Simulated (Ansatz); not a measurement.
P2W:
```
CELL_PARAMETERS angstrom
      4.24236     1.59567     0.00000
     -4.24236     1.59567     0.00000
     -3.65414     0.00000     6.51894
ATOMIC_POSITIONS crystal
  P  0.13849 0.86151 0.02523
  P  0.86151 0.13849 0.97477
  P  0.39998 0.60002 0.59911
  P  0.60002 0.39998 0.40089
  W  0.84196 0.15804 0.29338
  W  0.15804 0.84196 0.70662
```

Relaxed with r²SCAN.

**Question.** Give the Bader charges and basin volumes of the independent atoms, r²SCAN in the plane-wave PAW code Ansatz.

**Answer.** 

```csv
atom,Bader charge (e),Bader volume (Å³)
P1,-0.40,15.4
P3,-0.64,15.6
W5,+1.04,13.2
```

Space group C2/m. The workflow started from a Materials Project entry (that database holds measured and hypothetical structures alike); the Crystallography Open Database files this formula in space group No. 12, but the cells were not matched. Whether it is the stable phase at ambient conditions was not checked. The r²SCAN relaxation kept the symmetry of its start; whether a distortion lowers the energy is not shown. The run is not spin-polarised. Spin–orbit coupling is left out wherever it is not named.

Potentials: the earlier of the program's two PAW sets.
